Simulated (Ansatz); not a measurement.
MgTlF3 (cubic perovskite, Pm-3m), a = b = c = 4.0802 Å, α = β = γ = 90.00°.

Relaxed with r²SCAN. r²SCAN (plane waves, PAW; program Ansatz) gives a gap of 4.65 eV.

**Question.** What gap does HSE06 give on the same cell (Ansatz, PAW)?

**Answer.** 5.24 eV, 0.59 eV more. The hybrid was solved on a coarser mesh and at special points; its gap is the smallest among all of these.

| k | v1 r²SCAN | c1 r²SCAN | v1 HSE06 | c1 HSE06 |
|---|---|---|---|---|
| Γ | -2.60 | 9.30 | [?] | [?] |
| R | -1.60 | 7.58 | [?] | [?] |
| M | 0.00 | 6.11 | [?] | [?] |
| X | -0.05 | 4.65 | -0.13 | 5.24 |

**Question.** Top valence (v1) and lowest conduction level (c1) in eV from each method's valence maximum (which need not be a listed point): supply the withheld HSE06 values.

**Answer.** 
- M, v1 HSE06: 0.00
- M, c1 HSE06: 6.75
- Γ, v1 HSE06: -2.96
- Γ, c1 HSE06: 9.93
- R, v1 HSE06: -1.53
- R, c1 HSE06: 8.30

Cost on shared cores: the r²SCAN run (SCF on a 7×7×7 mesh, then bands and DOS) about 20 core-seconds (a rough figure), the HSE06 run (SCF on 4×4×4, then a few points) roughly 60 core-seconds; the tasks are unlike.

The first step of the workflow began from a Materials Project structure, measured or hypothetical; the Crystallography Open Database copy checked does not list it. Whether it is the stable phase at ambient conditions was not checked. The cell was relaxed with r²SCAN under the symmetry of its start; whether a distortion lowers the energy is not shown. Spin–orbit coupling is left out wherever it is not named.

Potentials: the later of the program's two PAW sets.
